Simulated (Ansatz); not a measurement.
A distorted cell of Ru (hcp, Mg type):

```
CELL_PARAMETERS angstrom
      2.66773     0.00000     0.00000
     -1.33386     2.31032     0.00000
      0.00000     0.00000     4.20758
ATOMIC_POSITIONS crystal
  Ru 0.33333 0.66667 0.75000
  Ru 0.66667 0.33333 0.25000
```

The numbers are results of PBEsol (plane waves to 420 eV, PAW, scalar-relativistic; Ansatz, a program for electronic structure), not measurements. k mesh 20×20×11 (Γ-centred), Fermi-Dirac smearing 0.05 eV. Energies are smeared free energies. Stress and pressure are positive under compression. With partly filled bands, the response to shear is sensitive to the k mesh, so small differences along c/a are uncertain. Ru is run without spin polarisation. Ru was relaxed with its symmetry unable to fall.

### Question
Give the stress tensor in GPa and the pressure.

### Answer
```
    9.8      0.0      0.0
    0.0      9.8      0.0
    0.0      0.0     10.5
```
The pressure, a third of the trace, is 10.0 GPa.

### Question
It is the relaxed cell deformed to V/V₀ = 0.973, (c/a)/(c/a)₀ = 1.000, c along z, fractional positions held. What is its energy relative to the relaxed cell?

### Answer
11 meV/atom.

(Under strain, the slope of the energy per volume gives the stress and its curvature an elastic modulus.)
